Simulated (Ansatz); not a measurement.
**Stress against strain in Li**

```
CELL_PARAMETERS angstrom
1.55050 0.89518 7.58830
-1.55050 0.89518 7.58830
0.00000 -1.79036 7.58830
ATOMIC_POSITIONS crystal
Li 0.00000 0.00000 0.00000
Li 0.22200 0.22200 0.22200
Li 0.77800 0.77800 0.77800
```

Atom numbers follow the list: Li1, Li2, Li3.

Structure: COD 9017802, as refined from experiment and not relaxed.

Computed with Ansatz 0.2.0, DFT, PBEsol, all-electron LAPW, scalar-relativistic.

Sampling and basis: a Γ-centred 12×12×12 k mesh, Fermi–Dirac smearing of 0.05 eV, basis error target 1 meV/atom, no spin polarisation.

The strain is applied along the Cartesian axes of the cell as listed (the other components stay zero). Fractional coordinates are held (clamped ions).

σ is the change of stress from the unstrained cell, which is at -0.53 GPa; tension is positive, so slopes are stress–strain coefficients at that pressure. In a metal the k mesh adds noise.

Only quantities that a quadratic follows smoothly over the whole series are listed; rougher ones are left out.

```csv
εzz,σzz (GPa),σxx (GPa)
-0.0300,-0.90,-0.12
-0.0100,-0.28,-0.04
0.0000,0.00,0.00
0.0100,0.25,0.04
0.0200,0.49,0.09
0.0300,0.71,0.13
```

Fit the series and read off the stiffness at zero strain.

Least-squares fits y = p0 + p1 x + p2 x² to the rows give σzz (GPa): p1 = 26.8, p2 = -100; σxx (GPa): p1 = 4.19, p2 = 6. So C33 = 27 GPa and C13 = 4 GPa, for these axes.

One run, at εzz = -0.0200, is withheld. Predict its row.

The fits give -0.58, -0.08; the run gave -0.58, -0.08.
